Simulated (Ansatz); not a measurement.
Co2Li3Nb3O12:
```
CELL_PARAMETERS angstrom
      5.06367     0.00000     0.00000
      2.44287     2.04595    -8.45208
      2.49614     4.84425     0.00000
ATOMIC_POSITIONS crystal
  Co 0.82066 0.40641 0.94483
  Co 0.51749 0.49295 0.48028
  Li 0.33289 0.87800 0.45436
  Li 0.56977 0.15034 0.69984
  Li 0.07186 0.63370 0.20528
  Nb 0.24602 0.24795 0.25135
  Nb 0.73847 0.74253 0.73863
  Nb 0.00171 0.98843 0.99764
  O  0.47166 0.31305 0.38829
  O  0.97694 0.80605 0.88959
  O  0.94762 0.43243 0.25799
  O  0.46348 0.93420 0.75899
  O  0.58011 0.05801 0.13737
  O  0.09711 0.54208 0.65474
  O  0.02040 0.11368 0.57909
  O  0.52772 0.60789 0.10130
  O  0.55493 0.37203 0.82360
  O  0.03357 0.86052 0.33553
  O  0.09698 0.19165 0.99328
  O  0.59860 0.67211 0.52802
```
Starting moments (μB, in the order of the atoms Co Co Li Li Li Nb Nb Nb O O O O O O O O O O O O): 1.5 1.5 0.0 0.0 0.0 0.0 0.0 0.0 0.1 0.1 0.1 0.1 0.1 0.1 0.1 0.1 0.1 0.1 0.1 0.1.

Relaxed with PBE. Independent-particle spectrum: no excitons, no local fields, no scissors shift; 0.1 eV broadening; ε₁ of the summed bands alone.

Problem. Tabulate the dielectric function from PBE in the plane-wave PAW code Ansatz.

Solution. 

```
E (eV)  ε₁ xx  ε₂ xx  ε₁ yy  ε₂ yy  ε₁ zz  ε₂ zz
------  -----  -----  -----  -----  -----  -----
0.0     13.37   0.00  10.13   0.00   7.82   0.00
0.4     17.92   2.08  12.07   0.86   8.19   0.12
0.8      8.06  10.71   9.47   4.12   8.05   0.80
1.2      5.99   4.17   7.16   2.42   7.93   0.52
1.6      6.14   3.69   7.10   4.06   8.52   1.04
2.0      7.16   3.14   7.05   2.85   9.24   1.64
2.4      7.36   3.80   8.19   2.97   9.78   2.12
2.8      7.99   3.95   8.36   4.94  10.81   5.79
3.2      6.74   5.23   6.12   5.61   7.69   6.96
3.6      6.52   5.82   5.59   5.25   6.06   6.55
4.0      6.07   6.47   6.40   5.02   5.97   6.75
4.4      4.81   7.49   5.14   8.13   4.65   7.98
4.8      3.44   7.86   2.63   7.59   3.14   7.46
5.2      0.92   7.84   1.01   7.04   1.75   7.70
5.6     -0.54   5.79  -0.09   5.08   0.01   6.25
6.0     -0.34   4.17   0.19   3.82  -0.23   4.66
6.4     -0.03   3.09   0.53   3.14  -0.08   3.54
6.8      0.53   2.52   0.71   2.53   0.37   2.74
7.2      1.05   1.99   1.54   1.90   1.06   2.13
7.6      2.10   2.04   2.62   2.29   2.26   2.15
8.0      2.57   2.84   2.62   3.20   2.64   3.41
8.4      2.40   3.78   2.18   4.01   2.05   4.01
8.8      1.34   4.47   1.14   4.36   1.04   4.24
9.2      0.39   3.55   0.21   3.50   0.35   3.50
9.6      0.62   3.17   0.36   3.06   0.51   3.26
10.0     0.38   2.96   0.41   2.69   0.29   2.96
10.4     0.26   2.51   0.45   2.47   0.23   2.55
10.8     0.44   2.43   0.42   2.29   0.42   2.49
11.2     0.47   2.31   0.58   2.18   0.34   2.40
11.6     0.52   2.24   0.53   2.21   0.36   2.17
12.0     0.34   2.23   0.48   2.04   0.32   2.15
```

Problem. From ε at 1.3 eV (xx: 6.97 + 3.24i), find n, k, the normal reflectivity and the absorption coefficient.

Solution. n = 2.71, k = 0.598, R = 23 %, α = 2kE/ħc = 79000 cm⁻¹.

With all bands, ε∞ without local fields is 13.6 (xx), 10.3 (yy), 8.02 (zz).

Space group P1. The start of the workflow was typed in or built on a structure type; neither database checked (COD, Materials Project) lists it. Whether it is the stable phase at ambient conditions was not checked. The PBE relaxation kept the symmetry of its start; its stability against distortions is not shown here. The final state is ferromagnetic, chosen from 2 collinear starts compared on coarse meshes (ties went to the first, and starts can fall back to one state), not a proven ground state. No Hubbard U is applied. Scalar-relativistic: spin–orbit coupling is off unless named, which matters more the heavier the elements.

Potentials: the later of the program's two PAW sets.
